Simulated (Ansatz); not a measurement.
**PIr2: do energies and stresses tell the same story?**

Theory: DFT r2SCAN, scalar-relativistic, plane waves, PAW (Ansatz).

Plane waves to 500 eV, a k mesh through Γ of 14×14×14 on the computed 3-atom cell and Gaussian smearing (0.10 eV); no spin polarisation.

Relaxed cell: Fm-3m, a = 5.548 Å, b = 5.548 Å, c = 5.548 Å, α = 90.00°, β = 90.00°, γ = 90.00°, 3 atoms in the primitive cell. Whether it is the stable form of this composition wasn't checked.

Energies at zero smearing and pressures from the stress tensor, at volumes with shape and atoms relaxed:
| V (Å³/atom) | E − E(first) (meV/atom) | P (GPa) |
| --- | --- | --- |
| 12.521 | 0.00 | 52.61 |
| 12.948 | -117.07 | 35.79 |
| 13.375 | -193.08 | 21.70 |
| 13.802 | -234.66 | 9.89 |
| 14.228 | -247.39 | -0.01 |
| 14.655 | -235.98 | -8.28 |
| 15.082 | -204.39 | -15.19 |
| 15.651 | -136.60 | -22.63 |

Check P = −dE/dV between neighbouring volumes, and get the bulk modulus from the pressures alone.

With 1 eV/Å³ = 160.2 GPa:
```csv
middle V (Å³/atom),−ΔE/ΔV (GPa),mean P (GPa)
12.734,43.943,44.200
13.161,28.528,28.745
13.588,15.606,15.792
14.015,4.782,4.939
14.442,-4.284,-4.146
14.869,-11.857,-11.738
15.367,-19.083,-18.912
```

The two differ by 0.26 GPa at most. The mean of two end pressures misses the average over a step by about ΔV² P″/12, up to 0.24 GPa here; with that taken off 0.02 GPa remains. Around V = 14.228 Å³/atom, the two neighbours give B = −V ΔP/ΔV = 14.228 × 18.17 / 0.854 = 302.8 GPa, against B0 = 300.9 GPa from the Birch–Murnaghan fit of the energies.

Spin–orbit coupling is left out, which can shift energies with elements as heavy as these.

Cost: 9 runs of about 5.9 core-minutes in all, on Intel Xeon Processor @ 2.50GHz (Skylake/Cascade Lake) (shared hosts).